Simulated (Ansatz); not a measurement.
One stationary structure of TiAl3. Method: PBEsol (plane waves to 420 eV, PAW, scalar-relativistic; Ansatz, a program for electronic structure).

```xyz
4
Lattice="3.9486 0.0000 0.0000 0.0000 3.9486 0.0000 0.0000 0.0000 3.9486" Properties=species:S:1:pos:R:3 pbc="T T T"
Al     1.9743     1.9743     0.0000
Al     0.0000     1.9743     1.9743
Al     1.9743     0.0000     1.9743
Ti     0.0000     0.0000     0.0000
```

### Question
Determine the symmetry and give the standard cell with its independent sites.

### Answer
Space group Pm-3m (No. 221); a = 3.9486 Å, b = 3.9486 Å, c = 3.9486 Å, α = 90.00°, β = 90.00°, γ = 90.00°

| atom | site | symmetry | x | y | z |
|---|---|---|---|---|---|
| Al | 3c | 4/mm.m | 0.0000 | 0.5000 | 0.5000 |
| Ti | 1a | m-3m | 0.0000 | 0.0000 | 0.0000 |

This is the Cu3Au type.

### Question
Give the shortest distances between elements (the closest pairs, up to four, under 3.6 Å).

### Answer
Al–Al 2.79 Å; Al–Ti 2.79 Å.

```yaml
volume_per_atom: 15.39 Å³
band_gap: zero (metallic)
```

No spin polarisation in the result.

The run could not lose the symmetry of its start; a randomly shaken copy of 8 atoms returns to this structure.

All atoms sit on sites fixed by symmetry, so only the cell could relax.

The first start was generated by placing the elements on the sites of a structure type. Materials Project lists a structure of TiAl3 in the same space group, Pm-3m (No. 221); the sites were not compared with it, nor with measured phases. Known forms of TiAl3 include space group No. 139.
